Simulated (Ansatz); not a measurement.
LaSi2 (space group I4_1/amd)

```
CELL_PARAMETERS angstrom
     -2.11540     2.11540     6.89897
      2.11540    -2.11540     6.89897
      2.11540     2.11540    -6.89897
ATOMIC_POSITIONS crystal
  La 0.50000 0.50000 0.00000
  La 0.25000 0.75000 0.50000
  Si 0.83458 0.33458 0.50000
  Si 0.08458 0.08458 0.00000
  Si 0.91542 0.91542 0.00000
  Si 0.66542 0.16542 0.50000
```

The slice is a (001) plane (indices of the conventional cell) through the point (0.665, 0.165, 0.500) (fractional), spanned by u = [101] and v = [011] in vectors of this cell: u (4.23 Å) and v (4.23 Å, at 90° to u). It covers one period; positions are fractions (u, v).

The numbers are results of LDA (plane waves to 420 eV, PAW, scalar-relativistic; Ansatz, an electronic-structure program), not measurements. k mesh 16×16×16. Near the nuclei the fields are pseudised (PAW); where an atom keeps semicore shells as valence, they peak there. LaSi2 is run without spin polarisation. LaSi2 was relaxed with its symmetry unable to fall.

Task: Sketch the electrostatic potential energy of an electron, from the cell's mean on this plane as a map.

Result: 
```
|xxxxxxxxxx0044444422222244444400xxxxxxxx|
|xxxxxxxxxx2255554433333344555522xxxxxxxx|
|xxxxxxxx00446666554444445566664400xxxxxx|
|xxxxxx003366666655555555556666663300xxxx|
|0011334466776666554444445566667766443311|
|6666667777776655443322334455667777776666|
|8888888877665533220000002233556677888888|
|9999998877664422000000000022446677889999|
|9999998877553300000000000000335577889999|
|9999998877553300000000000000335577889999|
|9999998877553300000000000000335577889999|
|9999998877664422000000000022446677889999|
|8888888877665533220000002233556677888888|
|6666667777776655443322334455667777776666|
|0011334466776666554444445566667766443311|
|xxxxxx003366666655555555556666663300xxxx|
|xxxxxxxx00446666554444445566664400xxxxxx|
|xxxxxxxxxx2255554433333344555522xxxxxxxx|
|xxxxxxxxxx0044444422222244444400xxxxxxxx|
|xxxxxxxxxx0033443322112233443300xxxxxxxx|
```
Scale: ten equal steps from 2.00 (start of '0') to 10.49 (end of '9'), in the order '0123456789'. Values: electrostatic potential energy of an electron, from the cell's mean, in eV. The map has 20 points along u (two characters each, u = 0 at the left) and 20 along v (v = 0 in the bottom row). Points within 1 Å of a nucleus are blanked (x), as the pseudised field means little there. Values under 2 eV are set to 2. The zero, the cell's mean, hangs on the PAW cores.
